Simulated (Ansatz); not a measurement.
CdSe (zinc blende): values from a third-order Birch-Murnaghan fit to a volume scan beside measured ones. Computed values: PBEsol (plane waves to 420 eV, PAW, scalar-relativistic; Ansatz, a quantum-chemistry and plane-wave program). CdSe was relaxed with its symmetry unable to fall.

```json
[
 {"quantity": "Lattice constant a (Å)", "reference": "6.077", "kind": "measured, room temperature or unstated"}
]
```

References as given in: arXiv:1206.3780. Values not taken to low temperature hold thermal and zero-point shifts that a static calculation lacks, so small differences there are no errors of the method.

Problem. What does PBEsol give, and how far is that from the reference?

Solution. 
```
quantity                PBEsol  difference
----------------------  ------  ----------
Lattice constant a (Å)   6.082      +0.1 %
```



(A scan under strain: stresses follow from slopes of the energy per volume, elastic moduli from its curvatures.)
